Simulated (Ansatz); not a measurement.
One stationary structure of PbSe. Method: r2SCAN (plane waves to 500 eV, PAW, scalar-relativistic; Ansatz, a quantum-chemistry and plane-wave program).

```
CELL_PARAMETERS angstrom
      0.00000     3.08880     3.08880
      3.08880     0.00000     3.08880
      3.08880     3.08880     0.00000
ATOMIC_POSITIONS crystal
  Pb 0.00000 0.00000 0.00000
  Se 0.50000 0.50000 0.50000
```

Question: Find the space group and the Wyckoff positions (tolerance 0.01 Å).

Answer: Space group Fm-3m (No. 225); a = b = c = 6.178 Å, α = β = γ = 90.00°

| atom | site | symmetry | x | y | z |
|---|---|---|---|---|---|
| Pb | 4a | m-3m | 0.0000 | 0.0000 | 0.0000 |
| Se | 4b | m-3m | 0.5000 | 0.5000 | 0.5000 |

This is the rock salt type.

Question: Give the shortest distances between elements (the closest pairs, up to four, under 3.6 Å).

Answer: Pb–Se 3.09 Å.

The volume per atom is 29.47 Å³ and the density comes out as 8.06 g/cm³. The band gap is 0.67 eV, direct at L (no spin-orbit coupling).

No spin polarisation in the result. Without spin-orbit coupling the bands of the heavy element are not split, so the gap can be far off.

The run could not lose the symmetry of its start.
